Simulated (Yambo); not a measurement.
A G0W0@PBEsol run in Yambo for KMgF3 (cubic perovskite, space group Pm-3m, No. 221) (4×4×4 Γ-centred k mesh, bands 2 to 123 and a 8 Ry block in the screening, 123 bands in G with the Bruneval-Gonze terminator, plasmon pole fitted at 27.2 eV) gives these matrix elements, in eV, at the band edges (R → Γ):

| state | E0 | <Vxc> | <Σx> | <Σc(E0)> | Z |
|---|---|---|---|---|---|
| valence edge | 0.000 | -22.713 | -30.658 | 4.667 | 0.826 |
| conduction edge | 7.207 | -11.033 | -6.281 | -3.121 | 0.895 |

Problem. Solve the linearised quasiparticle equation for both states, give the gap, and say how exchange and correlation each act on it.

Solution. E = E0 + Z(Σx + Σc − Vxc). Valence: 0.000 + 0.826 × (-30.658 + (4.667) − (-22.713)) = -2.71 eV. Conduction: 7.207 + 0.895 × (-6.281 + (-3.121) − (-11.033)) = 8.67 eV. The gap is 11.37 eV, against 7.21 eV in PBEsol. Replacing Vxc by bare exchange alone would open it by 12.70 eV; correlation takes back 7.79 eV of that, and Z scales what is left. Nearest settings tried, and what they do to the gap: 79 bands in W, 79 bands in G: +90 meV; 1 Ry block (19 vectors against 179): +967 meV. Not varied: mesh. So the settings aren't converged at that level. The cell is held in this high symmetry; tilts and polar distortions were not searched.

Geometry of the Materials Project entry, not relaxed at this level; primitive cell a = 3.9785 Å, b = 3.9785 Å, c = 3.9785 Å, α = 90.00°, β = 90.00°, γ = 90.00°.
